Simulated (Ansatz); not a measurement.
Space group P4_32_12 (No. 96). a = 5.949 Å, b = 5.949 Å, c = 7.089 Å, α = 90.00°, β = 90.00°, γ = 90.00°
```tsv
atom	site	symmetry	x	y	z
Ge	4a	..2	0.0845	0.0845	0.0000
Ge	8b	1	0.1692	0.3728	0.2443
```

Equation of state of this Ge structure (not necessarily the ground state), with shape and atoms relaxed at each volume where symmetry leaves them free. The calculation used DFT r2SCAN, scalar-relativistic, plane waves, PAW (Ansatz 0.2.0).

Settings: cutoff 500 eV, Γ-centred mesh 6×6×4 on the computed 12-atom cell, Gaussian smearing of 0.02 eV; no spin polarisation.

```
V (Å³/atom) E − E(largest V) (meV/atom) P (GPa) gap on mesh (eV)
     19.651                         3.19     4.37              0.95
     20.278                        -9.14     2.00              0.85
     20.905                       -12.97     0.00              0.74
     21.532                        -9.55    -1.70              0.63
     22.159                         0.00    -3.14              0.54
```

Problem. Fit a third-order Birch–Murnaghan equation to E(V).

Solution. V0 = 20.91 Å³/atom, B0 = 61 GPa, B0' = 4.4.

The gaps are read on the mesh, which can miss the band edges, so they can be too wide.

This form isn't the element's structure at ambient conditions.